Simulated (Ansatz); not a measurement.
Given:

Ti2GaC:
```
CELL_PARAMETERS angstrom
      3.06811     0.00000     0.00000
     -1.53405     2.65706     0.00000
      0.00000     0.00000    13.35030
ATOMIC_POSITIONS crystal
  Ti 0.33333 0.66667 0.08557
  Ti 0.66667 0.33333 0.91443
  Ti 0.66667 0.33333 0.58557
  Ti 0.33333 0.66667 0.41443
  Ga 0.33333 0.66667 0.75000
  Ga 0.66667 0.33333 0.25000
  C  0.00000 0.00000 0.50000
  C  0.00000 0.00000 0.00000
```

This is the r²SCAN-relaxed structure. Tensor components refer to the Cartesian frame of this cell.

**Question.** All from r²SCAN in the plane-wave PAW code Ansatz, unless another level is named. Predict the Young's modulus.

**Answer.** 284 GPa.

**Question.** Predict the elastic constants (relaxed ions, GPa).

**Answer.** C11 = 326, C12 = 72.1, C13 = 68.5, C33 = 289, C44 = 114.

Space group P6_3/mmc. The first step of the workflow began from a Materials Project structure, measured or hypothetical; the Crystallography Open Database copy checked does not list it. Whether it is the stable phase at ambient conditions was not checked. Symmetry was held in the r²SCAN relaxation; its stability against distortions is not shown here. The run is not spin-polarised. As this level gives no gap, shear constants depend on the k-mesh and smearing (Fermi–Dirac, 0.1 eV here).

Potentials: the later of the program's two PAW sets.
